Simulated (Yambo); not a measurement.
SrCuSeF (space group P4/nmm, No. 129), G0W0@LDA in Yambo with this input:

```
rim_cut
gw0
dyson
el_el_corr
HF_and_locXC
ppa
em1d
RandQpts= 1000000
RandGvec= 1 Ry
EXXRLvcs= 92 Ry
VXCRLvcs= 368 Ry
Chimod= "HARTREE"
% BndsRnXp
 19 | 187 |
%
NGsBlkXp= 6 Ry
% LongDrXp
 1.0 | 1.0 | 1.0 |
%
PPAPntXp= 27.2114 eV
% GbndRnge
 1 | 187 |
%
GTermKind= "BG"
DysSolver= "n"
ExtendOut
```

On a 4×4×1 mesh, with wavefunctions cut at 92 Ry, the gap (Γ → Γ) is 2.219 eV and the valence edge shifts by -0.700 eV.

Q: What happens with this change: exchange cut at 40 Ry?

A: The gap falls by 0.551 eV, to 1.668 eV; the shift of the valence edge becomes -0.123 eV. Neither run is shown to be the converged limit.

The standard potential for Se keeps a d shell in the valence without the s and p states of that shell. In tests on such compounds this moved G0W0 gaps by up to about 0.9 eV, so absolute quasiparticle energies here are unreliable; differences between settings are what counts.

Spin-orbit coupling is not included.

Geometry of the Materials Project entry, not relaxed at this level; primitive cell a = b = 4.0938 Å, c = 8.9012 Å, α = β = γ = 90.00°.

A shift is the quasiparticle energy of the state minus its LDA energy.
